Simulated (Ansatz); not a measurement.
## Fields on a plane of GaN (rock salt)

```
CELL_PARAMETERS angstrom
      0.00000     2.09048     2.09048
      2.09048     0.00000     2.09048
      2.09048     2.09048     0.00000
ATOMIC_POSITIONS crystal
  Ga 0.00000 0.00000 0.00000
  N  0.50000 0.50000 0.50000
```

The slice is a {111} plane (indices of the conventional cell) through the point (0.500, 0.500, 0.500) (fractional), spanned by u = [100] and v = [-1 2 0] in vectors of this cell: u (2.96 Å) and v (5.12 Å, at 90° to u). It covers one period; positions are fractions (u, v).

Atoms on it: N at (0.00, 0.00); N at (0.50, 0.50).

All values below come from LDA (plane waves to 420 eV, PAW, scalar-relativistic; Ansatz, a first-principles code). k mesh 14×14×14. Near the nuclei the fields are pseudised (PAW); where an atom keeps semicore shells as valence, they peak there. GaN was relaxed with its symmetry unable to fall. This is one of several known forms of GaN; the measured ambient cells at hand have space group No. 186 or 216.

```
|xxxx78787xxx|
|xxxx74247xxx|
|xx586102685x|
|689962026997|
|567876557975|
|026998679962|
|01685xxx5862|
|247xxxxxxx74|
|787xxxxxxx78|
|998xxxxxxx89|
|787xxxxxxx78|
|247xxxxxxx74|
|02685xxx5861|
|026997689962|
|557975567876|
|679962026998|
|xx586201685x|
|xxxx74247xxx|
|xxxx78787xxx|
|xxxx89998xxx|
```
Scale: ten equal steps from 6.02 (start of '0') to 8.23 (end of '9'), in the order '0123456789'. Values: electrostatic potential energy of an electron, from the cell's mean, in eV. The map has 12 points along u (one character each, u = 0 at the left) and 20 along v (v = 0 in the bottom row). Points within 0.9 Å of a nucleus are blanked (x), as the pseudised field means little there. The zero, the cell's mean, hangs on the PAW cores.

```
|@@@@##++::      ::++##@@|
|%%##**--..      ..--**##|
|++==--::..      ..::--==|
|::::..              ..::|
|                        |
|        ..::::::..      |
|    ..::--==++==--::..  |
|    ..--**##%%##**--..  |
|    ::++##@@@@@@##++::  |
|  ..--++%%@@@@@@%%++--..|
|    ::++##@@@@@@##++::  |
|    ..--**##%%##**--..  |
|    ..::--==++==--::..  |
|        ..::::::..      |
|                        |
|::::..              ..::|
|++==--::..      ..::--==|
|%%##**--..      ..--**##|
|@@@@##++::      ::++##@@|
|@@@@%%++--..  ..--++%%@@|
```
Scale: ten equal steps from -0.75 (start of ' ') to 0.55 (end of '@'), in the order ' .:-=+*#%@'. Values: log₁₀ of the valence density in e/Å³. The map has 12 points along u (two characters each, u = 0 at the left) and 20 along v (v = 0 in the bottom row). The scale is logarithmic, as a density can span decades between atoms and voids.
